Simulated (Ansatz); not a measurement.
Given:

SnO (litharge type, space group P4/nmm)

```
SnO
1.0
    3.83710     0.00000     0.00000
    0.00000     3.83710     0.00000
    0.00000     0.00000     4.75861
Sn O
2 2
Direct
  0.50000   0.00000   0.24344
  0.00000   0.50000   0.75656
  0.00000   0.00000   0.00000
  0.50000   0.50000   0.00000
```

In each cell atom 3 (O, nearest neighbour Sn at 2.241 Å; its periodic images, 3.8 Å or more away, move with it) moves by s·(0.707, 0.707, 0.000) (along Cartesian [110]), the rest being held.

Level of theory: PBE-D3(BJ) (plane waves to 420 eV, PAW, scalar-relativistic; Ansatz, an electronic-structure program). k mesh 10×10×8 (Γ-centred), Fermi-Dirac smearing 0.05 eV. Energies are smeared free energies. With partly filled bands, energies and forces of such displacements shift with the k mesh and the smearing. At this level the bands of SnO touch or barely overlap; measurements give the solid a gap. SnO was relaxed with its symmetry unable to fall. The zero of ΔE is the undisplaced structure.

The scan covers s from -0.450 to 0.450 Å in 11 points.

Task: Is the energy the same for equal positive and negative displacements?

Result: Even: the same for both signs. With its periodic images moving along, the atom's site symmetry in this cell is -4m2.

Task: What force acts on the atom along the line at s = -0.450 Å?

Result: 4.13 eV/Å.

Task: What is the force constant k = d²E/ds² of this move at s = 0?

Result: 7.61 eV/Å².

(For displaced atoms, the force is minus the slope of the energy, and its curvature is a force constant, which sets phonon frequencies.)
